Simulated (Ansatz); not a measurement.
EuSn (Cmcm); no U.

```
Eu Sn
1.0
     2.46528   -5.92102    0.00000
     2.46528    5.92102    0.00000
     0.00000    0.00000    4.45639
Eu Sn
2 2
Direct
  0.86477 0.13523 0.25000
  0.13523 0.86477 0.75000
  0.41906 0.58094 0.75000
  0.58094 0.41906 0.25000
```

The source of the geometry is a structure from the Materials Project; atoms and cell stay fixed.

Settings: LDA, 7×7×7 k mesh, Fermi–Dirac smearing of 0.1 eV. PAW means Ansatz 0.2.0 on its default frozen-core files. Site moments are integrated in spheres about the atoms. Start moments (μB): Eu1 7, Eu2 7.

The self-consistent cycle went as follows.

```
iteration  Harris–Foulkes energy less the last (meV)  density residual (eV)   M (μB)  ∫|m| (μB)
        1                                   1176.550                1.0e+00  13.8513    13.9396
        2                                    881.141                5.4e-01  13.8453    13.9341
        3                                    419.210                2.4e-01  13.9322    14.0291
        4                                     62.031                8.3e-02  14.0663    14.1700
        5                                     -2.631                1.7e-02  14.1386    14.2404
        6                                      0.683                1.6e-03  14.1450    14.2445
        7                                      0.004                3.0e-04  14.1344    14.2333
        8                                      0.055                6.2e-05  14.1361    14.2350
        9                                      0.007                3.6e-06  14.1359    14.2350
       10                                      0.000                1.5e-07  14.1354    14.2346
       11                                      0.000                1.4e-08  14.1354    14.2345
       12                                      0.000                7.5e-09  14.1354    14.2346
       13                                      0.000                8.5e-08  14.1354    14.2345
```

Site moments (μB): Eu1 6.82, Eu2 6.82, Sn3 -0.02, Sn4 -0.02. Cell moment 14.14 μB.

The PAW files were made with PBE; the program remakes their cores once for the run's functional and then keeps them frozen. Spin–orbit coupling is left out although heavy atoms are present. With open f shells a run can end in a state that isn't the lowest. The magnetic state is the one that this cell and start allow. It needn't be the compound's measured order, which may need a larger cell or be absent.
